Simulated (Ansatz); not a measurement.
Cu Kα1 powder pattern (kinematic, no thermal factors).
```tsv
2θ (°)	relative intensity
15.36	64
15.97	3
17.11	3
21.80	17
22.65	23
23.02	2
23.13	2
23.32	2
23.66	3
27.75	100
27.95	96
28.34	93
28.71	90
31.01	63
32.27	61
34.63	65
35.36	7
35.56	1
35.62	6
35.70	1
36.46	1
36.52	7
36.97	10
38.01	5
38.15	1
38.71	8
38.80	8
39.60	3
39.94	4
41.15	3
41.43	2
41.51	4
42.04	2
44.44	21
46.26	20
47.05	23
47.27	24
47.27	9
47.69	21
47.83	5
48.08	4
48.41	20
49.44	7
49.91	6
50.03	2
50.24	1
50.63	3
51.30	9
52.53	10
52.79	1
52.83	14
52.85	13
53.88	13
54.20	13
54.25	10
54.70	9
55.39	10
55.93	10
57.25	6
57.31	9
57.76	9
57.83	15
58.07	13
58.16	13
58.23	1
58.64	9
58.69	14
59.46	9
59.52	2
59.77	5
60.05	4
60.48	1
60.98	4
61.35	4
62.20	2
62.65	1
62.96	4
62.99	4
63.27	1
63.78	4
63.90	3
63.95	5
64.63	4
64.72	2
64.90	3
64.95	4
65.16	2
65.88	1
67.52	2
68.50	3
68.82	4
69.08	6
69.11	6
69.12	1
69.95	6
70.31	1
70.31	4
70.53	5
70.63	3
71.15	1
71.31	1
71.66	2
71.96	2
72.20	2
72.41	2
72.75	2
73.05	6
73.52	2
74.57	2
74.81	2
75.12	2
75.28	3
75.44	3
75.52	4
75.55	3
75.62	3
76.13	3
76.33	3
76.93	4
77.19	3
77.20	3
77.45	3
77.47	2
77.60	2
77.66	2
77.82	1
78.27	1
78.57	3
78.71	2
79.38	1
79.74	4
79.96	1
80.38	4
81.29	5
81.57	4
81.62	5
82.08	2
82.67	4
83.03	2
83.13	1
83.15	2
83.25	1
83.86	3
84.57	2
84.67	1
85.30	2
85.59	1
85.83	2
86.08	2
86.17	2
86.90	1
87.09	1
87.29	1
88.34	1
89.24	3
89.26	1
89.31	3
89.60	1
89.81	2
89.90	2
```

The pattern is computed from a structure relaxed with DFT PBE, scalar-relativistic, plane waves, PAW in Ansatz. No spin polarisation. Its elements are Ge, O, Sn.

Q: Give the structure.

A: Sn$_{3}$GeO$_{4}$.
Space group P1 (No. 1). a = 5.177 Å, b = 5.549 Å, c = 5.768 Å, α = 92.17°, β = 90.23°, γ = 90.81°
```csv
atom,site,symmetry,x,y,z
Sn,1a,1,0.9433,0.5452,0.2212
Sn,1a,1,0.4483,0.9781,0.2166
Sn,1a,1,0.4396,0.4550,0.7730
Ge,1a,1,0.9403,0.0409,0.8009
O,1a,1,0.8062,0.3511,0.9109
O,1a,1,0.3195,0.6264,0.0952
O,1a,1,0.8179,0.8795,0.0743
O,1a,1,0.2849,0.1239,0.9079
```

A pattern alone doesn't exclude other cells with like lines; this is the one computed.

The cell was found from a structure generator's guess, not taken from experiment. No dispersion correction is applied, so the spacing between layers, chains or molecules is poorly fixed.
